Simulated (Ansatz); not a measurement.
GaIr: stiffness from a series of strains

```xyz
2
Lattice="3.0040 0.0000 0.0000 0.0000 3.0040 0.0000 0.0000 0.0000 3.0040" Properties=species:S:1:pos:R:3 pbc="T T T"
Ga    0.0000    0.0000    0.0000
Ir    1.5020    1.5020    1.5020
```

Atom numbers follow the list: Ga1, Ir2.

The cell is COD entry 1523837, as deposited and not checked against the literature; nothing was relaxed.

No spin–orbit coupling, which matters for the heavy atoms here.

All numbers below come from DFT, PBEsol, all-electron LAPW, scalar-relativistic (Ansatz 0.2.0).

Sampling and basis: a Γ-centred 12×12×12 k mesh, Fermi–Dirac smearing of 0.05 eV, basis error target 0.25 meV/atom, no spin polarisation.

The strain is applied along the Cartesian axes of the cell as listed (the other components stay zero). Fractional coordinates are held (clamped ions).

σ is the change of stress from the unstrained cell, which is at 4.04 GPa; tension is positive, so slopes are stress–strain coefficients at that pressure. In a metal the k mesh adds noise.

Only quantities that a quadratic follows smoothly over the whole series are listed; rougher ones are left out.

```
εxx = εyy  σzz (GPa)  σxx (GPa)
  -0.0200     -11.29     -11.89
  -0.0100      -5.02      -5.80
   0.0000       0.00       0.00
   0.0200       7.62      10.31
```

Question: Fit the series and read off the stiffness at zero strain.

Answer: Least-squares fits y = p0 + p1 x + p2 x² to the rows give σzz (GPa): p1 = 472, p2 = -4700; σxx (GPa): p1 = 555, p2 = -1900. So 2 C12 = 472 GPa and C11 + C12 = 555 GPa.

Question: One run, at εxx = εyy = 0.0100, is withheld. Predict its row.

Answer: The fits give 4.31, 5.34; the run gave 4.07, 5.42.
